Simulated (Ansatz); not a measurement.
# InAg$_{3}$: levels along high-symmetry lines

```
In Ag
1.0
     4.14400    0.00000    0.00000
     0.00000    4.14400    0.00000
     0.00000    0.00000    4.14400
In Ag
1 3
Direct
  0.00000 0.00000 0.00000
  0.00000 0.50000 0.50000
  0.50000 0.00000 0.50000
  0.50000 0.50000 0.00000
```

Atoms are numbered in the order listed.

The cell is COD entry 1510013, as deposited and not checked against the literature; nothing was relaxed.

Spin–orbit coupling is left out, though it moves levels of the heavy atoms by tenths of an eV or more.

Method: DFT, PBEsol, all-electron LAPW, scalar-relativistic (Ansatz 0.2.0).

Sampling and basis: a Γ-centred 9×9×9 k mesh, Fermi–Dirac smearing of 0.05 eV, basis error target 0.5 meV/atom, no spin polarisation.

Points in fractions of the reciprocal vectors of this cell: Γ (0, 0, 0), X (0, 0.5, 0), M (0.5, 0.5, 0), R (0.5, 0.5, 0.5). The path runs Γ–X–M–Γ–R–X–R–M. Energies are in eV from the Fermi level; (×n) counts levels within 4 meV of each other, which need not be degenerate by symmetry.

Problem. Metal or insulator at this level of theory?

Solution. No gap opens: metallic or semimetallic.

Problem. Tabulate bands 35 to 42, counted from the lowest band of the run, along the path.

Solution. 
```csv
k (1/Å),point,band 35,band 36,band 37,band 38,band 39,band 40,band 41,band 42
0.00,Γ,-3.32,-3.32,-3.32,-0.34,-0.34,-0.34,3.00,4.71
0.11,,-3.39,-3.39,-3.32,-0.71,-0.21,-0.21,3.18,4.72
0.22,,-3.57,-3.57,-3.32,-1.50,0.15,0.15,3.38,4.77
0.32,,-3.81,-3.78,-3.32,-2.38,0.68,0.68,3.44,4.84
0.43,,-4.02,-3.87,-3.32,-3.19,1.31,1.31,3.43,4.96
0.54,,-4.14,-3.91,-3.83,-3.32,2.02,2.02,3.39,5.13
0.65,,-4.27,-4.24,-3.92,-3.32,2.74,2.74,3.35,4.73
0.76,X,-4.38,-4.33,-3.92,-3.32,3.20,3.20,3.34,4.24
0.87,,-4.33,-4.25,-3.93,-3.36,2.33,3.27,3.53,3.94
0.97,,-4.30,-4.06,-3.93,-3.48,1.35,2.41,3.47,4.30
1.08,,-4.28,-3.86,-3.83,-3.65,0.42,1.31,3.79,4.56
1.19,,-4.36,-3.85,-3.65,-3.59,-0.40,0.29,4.22,4.83
1.30,,-4.38,-4.04,-3.45,-3.27,-1.08,-0.62,4.73,5.12
1.41,,-4.38,-4.19,-3.26,-2.90,-1.56,-1.37,5.25,5.40
1.52,M,-4.38,-4.25,-3.18,-2.64,-1.75,-1.75,5.53,5.54
1.67,,-4.38,-4.15,-3.44,-2.81,-1.72,-0.89,4.94,5.28
1.82,,-4.35,-3.94,-3.89,-2.62,-1.61,0.57,3.79,4.85
1.98,,-4.11,-4.07,-3.74,-2.27,-1.42,2.23,2.61,4.54
2.13,,-3.97,-3.89,-3.56,-1.81,-1.16,1.52,3.75,4.60
2.28,,-3.70,-3.68,-3.43,-1.25,-0.83,0.59,3.86,5.67
2.44,,-3.46,-3.43,-3.34,-0.65,-0.50,-0.08,3.38,4.89
2.59,Γ,-3.32,-3.32,-3.32,-0.34,-0.34,-0.34,3.00,4.71
2.78,,-3.50,-3.50,-3.36,-0.60,-0.38,-0.38,3.62,5.09
2.96,,-3.95,-3.93,-3.42,-1.02,-0.48,-0.48,4.90,5.94
3.15,,-4.21,-4.21,-3.46,-1.30,-0.65,-0.65,4.20,4.86
3.34,,-4.27,-4.27,-3.49,-1.43,-0.95,-0.95,2.70,3.54
3.53,,-4.11,-4.11,-3.52,-1.43,-1.43,-1.41,1.31,2.59
3.71,,-3.80,-3.53,-3.08,-2.05,-2.05,-1.20,0.16,2.06
3.90,R,-3.54,-3.54,-2.44,-2.44,-2.44,-0.93,-0.43,1.90
4.05,,-3.71,-3.55,-2.79,-2.35,-2.09,-1.10,-0.04,1.92
4.21,,-3.92,-3.57,-3.27,-2.70,-1.36,-0.71,0.46,2.01
4.36,,-4.08,-3.61,-3.56,-3.25,-0.47,0.17,0.77,2.18
4.51,,-4.15,-3.77,-3.72,-3.62,0.53,1.08,1.22,2.48
4.67,,-4.13,-4.01,-3.97,-3.55,1.54,1.60,2.38,2.97
4.82,,-4.33,-4.19,-3.94,-3.39,2.26,2.63,3.54,3.67
4.97,X,-4.38,-4.33,-3.92,-3.32,3.20,3.20,3.34,4.24
6.05,R,-3.54,-3.54,-2.44,-2.44,-2.44,-0.93,-0.43,1.90
6.15,,-3.64,-3.56,-2.56,-2.35,-2.35,-1.09,-0.18,2.03
6.26,,-3.86,-3.63,-2.78,-2.16,-2.16,-1.43,0.42,2.41
6.37,,-4.07,-3.74,-2.96,-1.99,-1.99,-1.82,1.23,3.03
6.48,,-4.26,-3.88,-3.07,-2.16,-1.88,-1.88,2.17,3.84
6.59,,-4.37,-4.03,-3.14,-2.42,-1.80,-1.80,3.21,4.82
6.70,,-4.37,-4.18,-3.17,-2.59,-1.76,-1.76,4.33,5.91
6.80,M,-4.38,-4.25,-3.18,-2.64,-1.75,-1.75,5.53,5.54
```
